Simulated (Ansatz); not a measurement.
Relaxed BP (zinc blende):

```yaml
crystal:
  lattice:
    - [0.00000, 4.54829, 4.54829]
    - [2.27414, 2.27414, 4.54829]
    - [2.27414, 2.27414, 0.00000]
  atoms:
    - { symbol: P, position: [0.00000, 0.75000, 0.75000] }
    - { symbol: P, position: [0.50000, 0.75000, 0.75000] }
    - { symbol: B, position: [0.00000, 0.00000, 0.00000] }
    - { symbol: B, position: [0.50000, 0.00000, 0.00000] }
```

The atoms are displaced by Q × the pattern below (from a DFPT mode at X = (0.5, 0.5, 0.0), largest move 1; Q in Å), at fixed cell. (q is in reciprocal vectors of the primitive cell; the cell shown is doubled to hold the pattern.)

```json
[
 {"atom": "P1", "x": "0.000", "y": "0.000", "z": "1.000"},
 {"atom": "P2", "x": "0.000", "y": "0.000", "z": "-1.000"}
]
```

Atoms not listed stay in place.

Method: PBE (plane waves to 420 eV, PAW, scalar-relativistic; Ansatz, a quantum-chemistry and plane-wave program). k mesh 12×12×12 (Γ-centred), Fermi-Dirac smearing 0.05 eV. Energies are smeared free energies. BP was relaxed with its symmetry unable to fall. The PAW data are Ansatz's earlier set. ΔE is measured from the undisplaced structure.

The scan covers Q from -0.180 to 0.180 Å in 13 points.

Question: Which space group does the distorted structure have?

Answer: P-4m2 (No. 115), lowered from F-43m.

Question: What is the energy change at Q = 0.180 Å?

Answer: 1001 meV/cell.

Question: What harmonic wavenumber does the curvature at Q = 0 give?

Answer: 525 cm⁻¹.

(For displaced atoms, the force is minus the slope of the energy, and its curvature is a force constant, which sets phonon frequencies.)
